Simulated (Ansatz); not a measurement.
Each is relaxed and computed with DFT-PBEsol in the program Ansatz with PAW potentials. Which is the only one with a gap?
A. ZrC, rock salt
B. SiNi, Pnma (Si on 4c, Ni on 4c)
C. ZrSi2, Cmcm (Si on 4c, Si on 4c, Zr on 4c)
D. BaZrS3, Pnma (Ba on 4c, Zr on 4a, S on 4c, S on 8d)

D, BaZrS3, Pnma (Ba on 4c, Zr on 4a, S on 4c, S on 8d). BaZrS3: gap 0.92 eV (direct); SiNi: metal; ZrC: metal; ZrSi2: metal. All cells were relaxed under the symmetry of their starts (and spin orders); stability against distortions was not tested throughout. Rows with no word on spin ran without spin polarisation. Spin–orbit coupling is left out wherever it is not named.

Potentials: the later of the program's two PAW sets.
